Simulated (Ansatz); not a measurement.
## Pressure against volume in TaMnB₄

It was reached by relaxing an invented guess, and it needn't be the stable form of this composition.

Theory: DFT PBE, scalar-relativistic, plane waves, PAW in Ansatz. Cutoff 420 eV, Γ-centred 12×12×6 mesh (6-atom cell), Gaussian smearing of 0.10 eV, collinear spin.

```cif
data_structure
_symmetry_space_group_name_H-M 'P6/mmm'
_symmetry_Int_Tables_number 191
_cell_length_a 3.0519
_cell_length_b 3.0519
_cell_length_c 6.2813
_cell_angle_alpha 90.000
_cell_angle_beta 90.000
_cell_angle_gamma 120.000
_cell_volume 50.67
loop_
_atom_site_label
_atom_site_type_symbol
_atom_site_symmetry_multiplicity
_atom_site_Wyckoff_symbol
_atom_site_fract_x
_atom_site_fract_y
_atom_site_fract_z
_atom_site_occupancy
Ta1 Ta 1 b 0.00000 0.00000 0.50000 1
Mn1 Mn 1 a 0.00000 0.00000 0.00000 1
B1 B 4 h 0.33333 0.66667 0.76579 1
```

The cell was set to several volumes, with shape and atoms relaxed at each where symmetry leaves them free. Pressure is positive in compression, and energies count from the lowest row. No row has a gap on its mesh.

| row | V (Å³/atom) | P (GPa) | ΔE (meV/atom) | largest moment (μB) |
| --- | --- | --- | --- | --- |
| 1 | 7.431 | 42.02 | 119.8 | 1.53 |
| 2 | 7.685 | ? | ? | ? |
| 3 | 7.938 | 18.09 | 26.4 | 1.90 |
| 4 | 8.191 | 8.10 | 6.1 | 1.99 |
| 5 | 8.445 | 0.00 | 0.0 | 2.13 |
| 6 | 8.698 | -7.17 | 5.8 | 2.24 |
| 7 | 8.951 | -13.11 | 22.2 | 2.36 |
| 8 | 9.289 | -18.87 | 56.2 | 2.61 |

Question: Find B = −V·ΔP/ΔV from rows 4 and 6 and from rows 1 and 3, and from the two its slope B′ and its value B0 at zero pressure.

Answer: Rows 4 and 6 give −(8.191 + 8.698)/2 × (-7.17 − (8.10))/(8.698 − 8.191) = 254.3 GPa at a mean pressure of 0.46 GPa. Rows 1 and 3 give −(7.431 + 7.938)/2 × (18.09 − (42.02))/(7.938 − 7.431) = 362.7 GPa at a mean pressure of 30.05 GPa. So B′ = (362.7 − 254.3)/(30.05 − (0.46)) = 3.66 and B0 = 254.3 − 3.66 × (0.46) = 252.6 GPa. A third-order Birch–Murnaghan fit to all the energies gives B0 = 252.4 GPa and B′ = 4.4.

Question: Estimate the pressure and energy of row 2.

Answer: From row 5, V0 = 8.445 × (1 + (0.00)/252.6) = 8.445 Å³/atom. Murnaghan's form P = (B0/B′)·[(V0/V)^B′ − 1] gives (252.6/3.66) × [(8.445/7.685)^3.66 − 1] = 28.45 GPa; the computed pressure is 29.01 GPa, so the estimate is off by -0.56 GPa. The work of compression from row 3, with the mean of the two pressures, gives ΔE = 26.4 + (28.45 + 18.09)/2 × (7.938 − 7.685)/160.2 × 1000 = 63.1 meV/atom (1 eV/Å³ = 160.2 GPa); the computed value is 64.1 meV/atom. Its largest moment is 1.73 μB.

These runs have no spin–orbit coupling, which can matter for Ta. Another magnetic order may lie lower. All volumes keep the k mesh of the relaxed cell. The moments change along the series, which bends the curve. A structure relaxed within its symmetry needn't be a true minimum.
